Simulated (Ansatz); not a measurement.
ZrSi₃O₈ on the sites of the anatase structure, 12 atoms and 72 valence electrons in a cell of about 119 Å³, was run 8 times in the PAW code Ansatz, each time on 1 × NVIDIA H100 80GB HBM3 with 2 threads of AMD EPYC 7R13 Processor (Zen 3), with other jobs on the host. The times are single readings and vary with the host's load.

| run | k mesh | irreducible k | cutoff (eV) | plane waves | bands | SCF iterations | wall time | peak host memory (GiB) |
| --- | --- | --- | --- | --- | --- | --- | --- | --- |
| relaxation, PBE | 8×8×4 | 78 | 420 | 2431 | 48 | 121 | 68 s | 1.3 |
| relaxation, r2SCAN | 8×8×4 | 78 | 500 | 3061 | 48 | 56 | 36 s | 1.3 |
| bands, PBE | 8×8×4 | 78 | 420 | 2321 | 43 | 8 | 11 s | 1.2 |
| single point, r2SCAN | 8×8×4 | 78 | 500 | 3061 | 43 | 8 | 7.5 s | 1.4 |
| single point, HSE06 | 4×4×2 | 14 | 420 | 2321 | 43 | 16 | 61 s | 2.3 |
| single point, PBE+SOC | 8×8×4 | 78 | 420 | 2321 | 86 | 12 | 27 s | 1.3 |
| field response, r2SCAN | 6×6×4 | 76 | 500 | 3061 | 48 | 16 | 120 s | 4 |
| single point, PBE0 | 4×4×2 | 14 | 420 | 2321 | 43 | 15 | 70 s | 2.3 |

The slowest run (field response, r2SCAN) took about 15 times as long as the quickest (single point, r2SCAN).

Only the levels marked +SOC include spin-orbit coupling.
